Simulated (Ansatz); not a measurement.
BaAlGeH in space group P3m1 (No. 156; Ba on 1b, Al on 1a, Ge on 1c, H on 1a) at seven volumes, r²SCAN (plane waves, PAW; program Ansatz), shape and atoms relaxed at each. One row is withheld.

```json
[
 {"V (Å³/atom)": "19.589", "P (GPa)": "?"},
 {"V (Å³/atom)": "20.235", "P (GPa)": "3.41"},
 {"V (Å³/atom)": "20.881", "P (GPa)": "1.58"},
 {"V (Å³/atom)": "21.526", "P (GPa)": "0.00"},
 {"V (Å³/atom)": "22.172", "P (GPa)": "-1.37"},
 {"V (Å³/atom)": "22.818", "P (GPa)": "-2.53"},
 {"V (Å³/atom)": "23.464", "P (GPa)": "-3.54"}
]
```

Problem. Fit the shown pressures and predict the withheld one.

Solution. P = (3/2)B₀(x^(7/2) − x^(5/2))[1 + (3/4)(B′ − 4)(x − 1)] with x = (V₀/V)^(2/3). Least squares on the six rows gives V₀ = 21.525 Å³/atom, B₀ = 48.8 GPa, B′ = 4.01. At V = 19.589, x = 1.0648 and P = 5.56 GPa. The run itself gave 5.54 GPa.

The workflow started from a Materials Project entry (that database holds measured and hypothetical structures alike); the Crystallography Open Database files this formula in space group No. 156, but the cells were not matched. Whether it is the stable phase at ambient conditions was not checked. The cell was relaxed with r²SCAN under the symmetry of its start; its stability against distortions is not shown here. Scalar-relativistic: spin–orbit coupling is off unless named, which matters more the heavier the elements.

Potentials: the later of the program's two PAW sets.
